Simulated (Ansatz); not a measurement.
**Ni3O4: zone-centre modes**

These are results of DFT PBEsol, scalar-relativistic, plane waves, PAW (Ansatz), not measurements. Cutoff 420 eV, Γ-centred 8×8×14 k-points, Gaussian smearing of 0.15 eV. No spin polarisation. A magnetic state may lie lower.

The starting cell (relaxed at this level; it needn't be the usual structure):

```xyz
7
Lattice="2.9242 -3.9238 0.0000 2.9242 3.9238 0.0000 0.0000 0.0000 2.8473" Properties=species:S:1:pos:R:3 pbc="T T T"
Ni    1.4621   -1.9619    1.4236
Ni    1.4621    1.9619    1.4236
Ni    0.0000    0.0000    0.0000
O     4.6079    0.0000    1.4236
O     1.2405    0.0000    1.4236
O     2.9242    2.0626    0.0000
O     2.9242   -2.0626    0.0000
```

Harmonic modes by finite displacements of 0.02 Å, without the LO–TO term.

Problem. At this geometry, is the structure stable against these modes?

Solution. No: 1 mode is unstable, the strongest at 73i cm⁻¹.

Problem. List the wavenumbers in cm⁻¹.

Solution. 73i, 0, 0, 0, 78, 165, 187, 197, 214, 272, 295, 374, 392, 393, 437, 437, 488, 532, 542, 577, 589.

Cost: 1 run of about 5.4 core-minutes, on AMD EPYC 9R45 (Zen 5) (shared hosts).